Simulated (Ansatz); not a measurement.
MoPt:
```
MoPt
1.0
    4.47443     0.00000     0.00000
    0.00000     2.72973     0.00000
    0.00000     0.00000     4.95332
Mo Pt
2 2
Direct
  0.25000   0.00000   0.16227
  0.75000   0.00000   0.83773
  0.25000   0.50000   0.66336
  0.75000   0.50000   0.33664
```

Relaxed with r²SCAN. Special points in fractions of this cell's reciprocal vectors: Γ (0.000, 0.000, 0.000); X (0.500, 0.000, 0.000); S (0.500, 0.500, 0.000); Y (0.000, 0.500, 0.000); Z (0.000, 0.000, 0.500); U (0.500, 0.000, 0.500); R (0.500, 0.500, 0.500); T (0.000, 0.500, 0.500).

Q: List the band energies nearest the Fermi level at these points for r²SCAN in the plane-wave PAW code Ansatz.

A: In eV from the Fermi level; about four levels below and three above (degenerate sets whole), none deeper than 8.9 eV; points with the same levels are listed once.

```json
[
 {"k": "Γ", "below": "-2.41 -1.93 -1.88 -1.53", "above": "0.29 1.60 1.91"},
 {"k": "X", "below": "-2.31 -2.31 -0.25 -0.25", "above": "0.43 0.43 1.66 1.66"},
 {"k": "S", "below": "-2.32 -2.32 -0.56 -0.56", "above": "0.52 0.52 2.78 2.78"},
 {"k": "Y", "below": "-1.79 -1.51 -1.30 -0.06", "above": "1.03 1.60 1.90"},
 {"k": "Z", "below": "-2.38 -2.10 -2.10 -1.59", "above": "0.48 1.17 1.54"},
 {"k": "U", "below": "-2.43 -2.43 -2.28 -2.28", "above": "0.48 0.48 1.00 1.00"},
 {"k": "R", "below": "-0.64 -0.64 -0.58 -0.58", "above": "0.64 0.64 0.65 0.65"},
 {"k": "T", "below": "-1.99 -1.56 -1.40 -0.93", "above": "0.47 0.63 0.72"}
]
```

Space group Pmma. The workflow started from a Materials Project entry (that database holds measured and hypothetical structures alike); the Crystallography Open Database copy checked does not list it. With Mo and Pt taken as one species the cell has the higher symmetry P6_3/mmc, so it may be an ordered model of a mixed-site phase. Its standing as an ambient phase is unchecked. Symmetry was held in the r²SCAN relaxation; whether a distortion lowers the energy is not shown. The run is not spin-polarised. Scalar-relativistic: spin–orbit coupling is off unless named, which matters more the heavier the elements.

Potentials: the later of the program's two PAW sets.
